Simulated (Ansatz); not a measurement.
Method: DFT PBE, scalar-relativistic, plane waves, PAW (Ansatz 0.2.0). Cutoff 420 eV, Γ-centred meshes of about 0.25 Å⁻¹ or finer for metals and 0.3 Å⁻¹ for insulators (2π included), Gaussian smearing. No spin polarisation.

Relaxed structures of Sn₂TeO₃, with energies over the first row. Coordination counts O or Te atoms around Sn (for each partner element, those within 1.25 times its shortest distance or 1.15 times the sum of covalent radii, where it is the nearest in units of that sum or under 1.3; a plus sign parts groups by distance over the sum of covalent radii; a slash parts the counts of unlike sites).

```json
{"#": "1", "form": "P3m1", "sites": "Sn 1a, 1a; Te 1b; O 1b, 1c, 1c", "V (Å³/atom)": "21.1", "coordination": "Sn 3/6", "ΔE (meV/atom)": "0"}
{"#": "2", "form": "Amm2", "sites": "Sn 2a, 2b; Te 2a; O 4e, 2a", "V (Å³/atom)": "17.6", "coordination": "Sn 6/6+2", "ΔE (meV/atom)": "101"}
```

A further structure, relaxed alike:

```cif
data_structure
_symmetry_space_group_name_H-M 'Immm'
_symmetry_Int_Tables_number 71
_cell_length_a 3.4708
_cell_length_b 4.0994
_cell_length_c 18.7796
_cell_angle_alpha 90.000
_cell_angle_beta 90.000
_cell_angle_gamma 90.000
_cell_volume 267.20
loop_
_atom_site_label
_atom_site_type_symbol
_atom_site_symmetry_multiplicity
_atom_site_Wyckoff_symbol
_atom_site_fract_x
_atom_site_fract_y
_atom_site_fract_z
_atom_site_occupancy
Sn1 Sn 4 j 0.00000 0.50000 0.68682 1
Te1 Te 2 d 0.00000 0.50000 0.00000 1
O1 O 2 a 0.00000 0.00000 0.00000 1
O2 O 4 i 0.00000 0.00000 0.74120 1
```

**Question.** Where does it fall in the ranking, and at what energy?

**Answer.** It falls between rows 1 and 2, 81 meV/atom above row 1, with space group Immm (No. 71) and 22.3 Å³/atom. Counting O or Te atoms around Sn, this cell has Sn 4 and row 1 has Sn 3/6. Sn has 4 O at 2.20–2.29 Å; Te is surrounded by 2 O at 2.05 Å; O on a site of symmetry mmm is surrounded by 2 Te at 2.05 Å; around O on a site of symmetry mm2 lie 4 Sn at 2.20–2.29 Å and 4 O at 2.71 Å.

The k mesh leaves some 4 meV/atom of noise in the energy of each metallic cell. No dispersion correction is applied, so the spacing and binding between layers, chains or molecules are poorly described (P3m1, Immm), and this can change margins and order among such cells. These runs have no spin–orbit coupling, which can matter for Te. Row 1 has imaginary phonons (to 110i cm⁻¹), so it is a saddle point at this level. Other cells relaxed within their symmetry can be saddle points.
